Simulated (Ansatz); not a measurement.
Ca:
```xyz
1
Lattice="0.0000 2.7628 2.7628 2.7628 0.0000 2.7628 2.7628 2.7628 0.0000" Properties=species:S:1:pos:R:3 pbc="T T T"
Ca     0.0000     0.0000     0.0000
```

Relaxed with PBE. Special points in fractions of this cell's reciprocal vectors: Γ (0.000, 0.000, 0.000); X (0.500, 0.000, 0.500); U (0.625, 0.250, 0.625); K (0.375, 0.375, 0.750); L (0.500, 0.500, 0.500); W (0.500, 0.250, 0.750).

Problem. List the band energies nearest the Fermi level at these points for the program Ansatz at the PBE level (PAW).

Solution. In eV from the Fermi level; about four levels below and three above (degenerate sets whole), none deeper than 8.9 eV; points with the same levels are listed once.

| k | below | above |
|---|---|---|
| Γ | -4.02 | 2.33 2.33 2.33 |
| X | -0.45 | 0.58 0.96 4.08 |
| U | – | 0.03 0.41 0.83 |
| L | -0.98 -0.16 | 2.22 2.22 4.09 4.09 |
| W | – | 0.20 0.69 0.69 |

Space group Fm-3m (fcc (Cu type)). The PBE relaxation kept the symmetry of its start.

Potentials: the earlier of the program's two PAW sets.
